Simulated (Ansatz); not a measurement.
Al2Cu (Al2Cu type, space group I4/mcm)

```yaml
crystal:
  lattice:
    - [-3.00102, 3.00102, 2.40723]
    - [3.00102, -3.00102, 2.40723]
    - [3.00102, 3.00102, -2.40723]
  atoms:
    - { symbol: Al, position: [0.65893, 0.15893, 0.81786] }
    - { symbol: Al, position: [0.84107, 0.65893, 0.50000] }
    - { symbol: Al, position: [0.15893, 0.34107, 0.50000] }
    - { symbol: Al, position: [0.34107, 0.84107, 0.18214] }
    - { symbol: Cu, position: [0.25000, 0.25000, 0.00000] }
    - { symbol: Cu, position: [0.75000, 0.75000, 0.00000] }
```

In each cell atom 1 (Al, nearest neighbour Cu at 2.559 Å; its periodic images, 4.8 Å or more away, move with it) moves by s·(0.707, 0.707, 0.000) (along Cartesian [110]), the rest being held.

All values below come from PBEsol (plane waves to 420 eV, PAW, scalar-relativistic; Ansatz, an electronic-structure program). k mesh 10×10×10 (Γ-centred), Fermi-Dirac smearing 0.05 eV. Energies are smeared free energies. With partly filled bands, energies and forces of such displacements shift with the k mesh and the smearing. Al2Cu is run without spin polarisation. Al2Cu was relaxed with its symmetry unable to fall. The PAW data are Ansatz's earlier set. The zero of ΔE is the undisplaced structure.

Successive frames, forces in eV/Å:

```csv
frame,ΔE (meV/cell),F on Al1,F on Al2,F on Al3,F on Al4,F on Cu5,F on Cu6
s = 0.156 Å,50,"(-0.437, -0.437, 0.000)","(0.062, 0.057, 0.000)","(0.057, 0.062, 0.000)","(0.254, 0.254, 0.000)","(0.032, 0.032, 0.000)","(0.032, 0.032, 0.000)"
s = 0.104 Å,23,"(-0.307, -0.307, 0.000)","(0.041, 0.034, 0.000)","(0.034, 0.041, 0.000)","(0.182, 0.182, 0.000)","(0.025, 0.025, 0.000)","(0.025, 0.025, 0.000)"
s = 0.052 Å,6,"(-0.159, -0.159, 0.000)","(0.024, 0.012, 0.000)","(0.012, 0.024, 0.000)","(0.095, 0.095, 0.000)","(0.014, 0.014, 0.000)","(0.014, 0.014, 0.000)"
s = 0.000 Å,0,"(0.010, 0.010, 0.000)","(0.010, -0.010, 0.000)","(-0.010, 0.010, 0.000)","(-0.010, -0.010, 0.000)","(0.000, 0.000, 0.000)","(0.000, 0.000, 0.000)"
```

What are the energy and the forces in the next frame, s = -0.052 Å?

ΔE (meV/cell) = 8.

| atom | Fx | Fy | Fz |
|---|---|---|---|
| Al1 | 0.202 | 0.202 | 0.000 |
| Al2 | -0.001 | -0.031 | 0.000 |
| Al3 | -0.031 | -0.001 | 0.000 |
| Al4 | -0.135 | -0.135 | 0.000 |
| Cu5 | -0.017 | -0.017 | 0.000 |
| Cu6 | -0.017 | -0.017 | 0.000 |

(For displaced atoms, the force is minus the slope of the energy, and its curvature is a force constant, which sets phonon frequencies.)
